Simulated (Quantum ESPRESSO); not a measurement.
Parts of the isotropic shielding in Sr₂TiSnO₆, by PBE GIPAW on JTH datasets (Quantum ESPRESSO, modified build), 22.5 Ha, k-mesh 4×4×4 shifted:

```
CELL_PARAMETERS angstrom
      0.00000     4.02927     4.02927
      4.02927     0.00000     4.02927
      4.02927     4.02927     0.00000
ATOMIC_POSITIONS crystal
  Sr 0.25000 0.25000 0.25000
  Sr 0.75000 0.75000 0.75000
  Ti 0.50000 0.50000 0.50000
  Sn 0.00000 0.00000 0.00000
  O  0.74411 0.25589 0.25589
  O  0.25589 0.74411 0.74411
  O  0.25589 0.74411 0.25589
  O  0.74411 0.25589 0.74411
  O  0.25589 0.25589 0.74411
  O  0.74411 0.74411 0.25589
```
The geometry is a computed Materials Project entry, not a measured one. It is Sr2TiSnO6 in Fm-3m; whether this form has been observed was not checked. Stability against distortions was not tested. The run has no spin polarisation.

The core term is that of the free atom's frozen core; the paramagnetic column sums the reconstruction terms. These are absolute shieldings with no macroscopic susceptibility term; δ = σ_ref − σ needs a reference computed alike. By our sweeps, such settings leave a few ppm in absolute σ on light atoms and up to some 20 ppm from Zn on. Spin–orbit coupling is left out; its weight grows with the heaviest atom, Sn here. The structure is static (0 K, no zero-point motion).

```csv
site,core,bare (smooth current),diamagnetic correction,paramagnetic corrections,σ_iso (ppm)
"Sr (atoms 1, 2)",3441.1,99.9,-5.8,?,?
Ti (atom 3),1409.5,-77.3,144.2,?,?
Sn (atom 4),5053.9,50.1,166.1,?,?
"O (atoms 5, 6, 7, 8, 9, 10)",271.1,-16.2,26.0,?,?
```

Q: Complete the blanks.

A: 
- Sr (atoms 1, 2), paramagnetic corrections: -564.2
- Sr (atoms 1, 2), σ_iso (ppm): 2970.9
- Ti (atom 3), paramagnetic corrections: -1650.7
- Ti (atom 3), σ_iso (ppm): -174.3
- Sn (atom 4), paramagnetic corrections: -2233.1
- Sn (atom 4), σ_iso (ppm): 3037.0
- O (atoms 5, 6, 7, 8, 9, 10), paramagnetic corrections: -364.6
- O (atoms 5, 6, 7, 8, 9, 10), σ_iso (ppm): -83.8
